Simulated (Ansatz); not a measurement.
An element in the sc structure gives these cold pressures by all-electron LAPW under LDA (Ansatz 0.2.0, scalar-relativistic, no spin polarisation).

```
V (Å³/atom)  P (GPa)
      18.47     0.04
      16.26    14.16
      14.41     36.6
      12.56     78.3
      10.71    158.7
       9.24    280.3
       7.94    473.5
```

Question: Which element is it?

Answer: Ge. Its zero-pressure volume in this structure is near 18.5 Å³/atom; the volume and the steepness of P(V) together point to it, though neighbours can come close. Neighbours weren't tried against these numbers.
